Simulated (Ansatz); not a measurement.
Sb:
Space group Fd-3m, origin choice 1 (No. 227); a = 6.873 Å, b = 6.873 Å, c = 6.873 Å, α = 90.00°, β = 90.00°, γ = 90.00°

```json
[
 {"atom": "Sb", "site": "8b", "symmetry": "-43m", "x": "0.5000", "y": "0.5000", "z": "0.5000"}
]
```
(The calculation used a cell of 2 atoms; values per cell refer to that cell.)

Relaxed with PBEsol.

### Question
Which orbitals make up the states near the Fermi level in PBEsol in the plane-wave PAW code Ansatz?

### Answer
Within 0.5 eV of the Fermi level: Sb 5p 79 %, Sb 5s 17 %. Projections are on Löwdin-orthogonalised atomic valence shells; empty p or d shells of many metals are not among them.

### Question
Tabulate the density of states.

### Answer
States/eV per cell of 2 atoms, in 0.25 eV bins, energy from the Fermi level.

```
E (eV)  total  Sb 5p  Sb 5s
------  -----  -----  -----
-7.85    0.71   0.17   0.53
-7.60    0.54   0.13   0.41
-7.35    0.43   0.10   0.33
-7.10    0.34   0.07   0.27
-6.85    0.27   0.05   0.22
-6.60    0.21   0.04   0.17
-6.35    0.17   0.03   0.14
-6.10    0.13   0.02   0.11
-5.85    0.09   0.01   0.08
-5.60    0.06   0.00   0.05
-5.35    0.02   0.00   0.02
-5.10    0.00   0.00   0.00
-4.85    0.00   0.00   0.00
-4.60    0.00   0.00   0.00
-4.35    0.00   0.00   0.00
-4.10    1.21   1.19   0.01
-3.85    2.25   2.20   0.03
-3.60    2.37   2.32   0.04
-3.35    2.66   2.61   0.03
-3.10    2.43   2.39   0.03
-2.85    2.22   2.18   0.02
-2.60    1.61   1.59   0.01
-2.35    0.80   0.79   0.00
-2.10    0.44   0.42   0.02
-1.85    0.31   0.26   0.05
-1.60    0.54   0.45   0.09
-1.35    0.69   0.56   0.12
-1.10    0.81   0.65   0.16
-0.85    1.00   0.79   0.20
-0.60    1.62   1.27   0.32
-0.35    2.08   1.61   0.38
-0.10    1.22   0.95   0.22
0.15     0.92   0.74   0.14
0.40     0.93   0.78   0.11
0.65     1.08   0.93   0.09
0.90     1.25   1.09   0.10
1.15     1.69   1.48   0.12
1.40     2.42   2.12   0.12
1.65     1.53   1.37   0.06
1.90     1.18   1.07   0.02
2.15     1.30   1.16   0.02
2.40     2.24   1.82   0.03
2.65     2.32   1.80   0.05
2.90     2.57   2.01   0.08
3.15     1.76   1.40   0.06
3.40     1.11   0.91   0.04
3.65     0.76   0.63   0.03
3.90     0.48   0.40   0.01
4.15     0.23   0.18   0.00
4.40     0.14   0.01   0.00
4.65     0.51   0.02   0.00
4.90     1.20   0.07   0.01
```

The start of the workflow was typed in or built on a structure type; neither database checked (COD, Materials Project) lists it. It is not the phase usual at ambient conditions (space group No. 166). The PBEsol relaxation kept the symmetry of its start. At this level the phase is mechanically unstable. Scalar-relativistic: spin–orbit coupling is off unless named, which matters more the heavier the elements.

Potentials: the later of the program's two PAW sets.
